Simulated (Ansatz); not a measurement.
A trial cell of TiC was relaxed with PBEsol (plane waves to 420 eV, PAW, scalar-relativistic; Ansatz, a quantum-chemistry and plane-wave program).

Before: Pnma (No. 62), oP8; a = 5.233 Å, b = 3.175 Å, c = 5.893 Å, α = 90.00°, β = 90.00°, γ = 90.00°.

After relaxation:

Simulated powder pattern, Cu Kα1, λ = 1.54056 Å (kinematic, ideal powder, no thermal factors, no anomalous dispersion; the 24 strongest lines at most, above 1 %, up to 2θ = 90°):

```json
[
 {"2θ (°)": "33.52", "I/Imax (%)": "26"},
 {"2θ (°)": "34.36", "I/Imax (%)": "96"},
 {"2θ (°)": "38.38", "I/Imax (%)": "6.2"},
 {"2θ (°)": "48.76", "I/Imax (%)": "100"},
 {"2θ (°)": "61.54", "I/Imax (%)": "27"},
 {"2θ (°)": "70.45", "I/Imax (%)": "5.6"},
 {"2θ (°)": "71.92", "I/Imax (%)": "15"},
 {"2θ (°)": "72.41", "I/Imax (%)": "9.1"},
 {"2θ (°)": "80.78", "I/Imax (%)": "13"},
 {"2θ (°)": "82.19", "I/Imax (%)": "18"}
]
```

Task: Identify the relaxed structure from its pattern: crystal system, space group and cell.

Result: Hexagonal, P6₃/mmc (No. 194), hP4, NiAs type; a = b = 3.011 Å, c = 5.342 Å, α = β = 90.00°, γ = 120.00°. Sites: Ti 2a (0.000, 0.000, 0.000); C 2d (0.667, 0.333, 0.250).

Task: Index the strongest lines.

Result: 33.52° (0002), 34.36° (1 0 -1 0), 48.76° (1 0 -1 2), 61.54° (1 1 -2 0), 82.19° (2 0 -2 2).

No spin polarisation in the result.

The run could not lose the symmetry of its start; a randomly shaken copy of 8 atoms returns to this structure.

The relaxed structure here is a generated cell of TiC: the first start was made by placing the elements on the sites of a structure type, and the end was not matched to a known phase here, so it may be hypothetical. Known forms of TiC include space group No. 225.
